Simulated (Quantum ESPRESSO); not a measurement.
```
Li2O
1.0
    0.00000     2.25394     2.25394
    2.25394     0.00000     2.25394
    2.25394     2.25394     0.00000
Li O
2 1
Cartesian
  3.38092   3.38092   3.38092
  1.12697   1.12697   1.12697
  4.50789   4.50789   4.50789
```

The PBEsol cell relaxed from Materials Project entry mp-1960 was given an isotropic strain of -1.5 % on all lattice vectors, and the atoms were relaxed again.

### Question
What does PBEsol (pw.x of Quantum ESPRESSO, ONCV potentials, without SOC) give for the electronic structure near the Fermi level?

### Answer
The PBEsol gap is indirect, 4.99 eV, from Γ to X; the smallest direct gap is 5.73 eV.
